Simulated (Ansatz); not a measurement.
## ZrPbO3: energy along a strain

ZrPbO3, Pm-3m, a = 4.141 Å. The structure is a Materials Project entry; whether it is the stable form wasn't checked. Ansatz: PBEsol, PAW, 420 eV, Γ-centred 8×8×8 mesh on 5 atoms, Gaussian smearing 0.05 eV; no spin polarisation. Cell vectors (Å): 4.141 0.000 0.000; 0.000 4.141 0.000; 0.000 0.000 4.141. The cell is strained by x per cent times the pattern (1 -1 0 0 0 0) in the order xx yy zz yz xz xy (engineering shears), with fractional coordinates held. y is the free energy over the start, V0 = 14.205 Å³/atom. Symmetry makes y even in x.

```tsv
x (%)	y (meV/atom)
-6.00	?
-3.00	18.81
0.00	0.00
0.75	1.15
1.50	4.63
2.25	10.51
3.75	29.61
4.50	43.02
5.25	59.15
```

Fit y = c2 x² + c4 x⁴ to the other rows, get the stiffness along the pattern, and predict the missing energy.

Least squares on the rows shown. y = 2.0624 x² + 0.0030407 x⁴. The clamped-ion stiffness p·C·p = 2 × 20.62 eV × 160.2 / 14.205 Å³ = 465 GPa. At x = -6.00 the fit asked for gives 78.19 meV/atom. The run gave 78.14 meV/atom, so the fit is 0.05 meV/atom too high, a small miss on the scale of the series.

Spin–orbit coupling is left out, which can shift energies with elements as heavy as these.

Symmetry holds off the tilts and polar distortions that many cubic perovskites undergo.